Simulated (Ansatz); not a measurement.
Relaxed-ion elastic tensor of SiO2 in space group P4_2/nmc (No. 137; Si on 2a, O on 4d) in GPa (Voigt order), the program Ansatz at the r²SCAN level (PAW); density 3.05 g/cm³, 10.89 Å³ per atom.

```
  431  -32.3   24.7    0.0    0.0    0.0
-32.3    431   24.7    0.0    0.0    0.0
 24.7   24.7   27.3    0.0    0.0    0.0
  0.0    0.0    0.0   18.3    0.0    0.0
  0.0    0.0    0.0    0.0   18.3    0.0
  0.0    0.0    0.0    0.0    0.0   58.1
```

Q: Is the crystal mechanically stable?

A: Yes: the smallest eigenvalue of C is 18.3 GPa.

Q: Work out the Voigt and Reuss bounds. Is their mean of use?

A: K_V = 103, K_R = 27.3; G_V = 77.1, G_R = 25.7 GPa. The bounds lie so far apart that a Hill average or a Debye temperature from it would say little.

The cell is a constructed one: a structure type filled with these elements; neither database checked (COD, Materials Project) lists it. It is not the phase usual at ambient conditions (space group No. 92, 152, 154). The r²SCAN relaxation kept the symmetry of its start; whether a distortion lowers the energy is not shown.

Potentials: the later of the program's two PAW sets.
